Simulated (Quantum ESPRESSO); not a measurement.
## Kohn-Sham bands of Bi2Te3 (R-3m)

```xyz
5
Lattice="-2.2091 3.8262 0.0000 -4.4181 0.0000 0.0000 -2.2091 1.2754 10.7524" Properties=species:S:1:pos:R:3 pbc="T T T"
Bi    -2.2091     1.2754    -2.0482
Bi     2.2091    -1.2754     2.0482
Te    -2.2091     1.2754     3.7588
Te     2.2091    -1.2754    -3.7588
Te     0.0000     0.0000     0.0000
```

Structure: Materials Project mp-34202, symmetrised, not relaxed again. COD (Crystallography Open Database) has an entry of this formula and space group (matched by these alone). Method: LDA plane waves in Quantum ESPRESSO 7.5 (PseudoDojo norm-conserving files, 66 Ry, no spin polarisation, no spin-orbit coupling), Bloch states on a 6×6×6 mesh through Γ, Wannier90 4.0.1. Density: 8×8×8 mesh, Gaussian smearing 0.01 Ry. Spin-orbit coupling is left out although heavy elements are present.

### Question
List the Kohn-Sham levels between −8 and 3.5 eV relative to the valence-band maximum at the high-symmetry points, as a band run of pw.x on that density gives them (levels within 2 meV counted together).

### Answer
| point | k (reciprocal lattice) | levels (eV) |
|---|---|---|
| Γ | 0.000 0.000 0.000 | -1.78, -1.74, -1.38 (×2), -1.22 (×2), -0.53 (×2), 0.00, 0.50, 1.14 (×2), 2.06, 2.28 (×2) |
| T | 0.000 0.000 0.500 | -7.78, -2.22, -1.42 (×2), -1.24, -1.13 (×2), -0.64 (×2), -0.26, 0.76, 1.35 (×2), 1.94, 2.09 (×2) |
| H_2 | -0.324 -0.648 0.176 | -4.22, -3.77, -3.74, -3.33, -2.74, -2.33, -1.35, -0.70, -0.53, 1.54, 1.94, 2.54 |
| H_0 | -0.352 -0.676 -0.176 | -4.22, -3.77, -3.74, -3.33, -2.74, -2.33, -1.35, -0.70, -0.53, 1.54, 1.94, 2.54 |
| L | 0.000 -0.500 0.000 | -4.65, -3.10, -3.01, -2.81, -2.45, -2.33, -1.63, -0.65, -0.46, 0.91, 1.70, 2.67, 3.02 |
| S_0 | -0.338 -0.676 -0.338 | -4.23, -3.78, -3.75, -3.32, -2.56, -2.51, -1.29, -0.82, -0.49, 1.52, 2.26, 2.27 |
| S_2 | -0.338 -0.662 0.000 | -4.23, -3.78, -3.75, -3.32, -2.56, -2.51, -1.29, -0.82, -0.49, 1.52, 2.26, 2.27 |
| F | -0.500 -0.500 0.000 | -4.47, -3.61, -3.26, -2.89, -2.14, -1.64, -1.39, -0.90, -0.86, 1.43, 1.51, 2.19, 2.87, 3.23 |
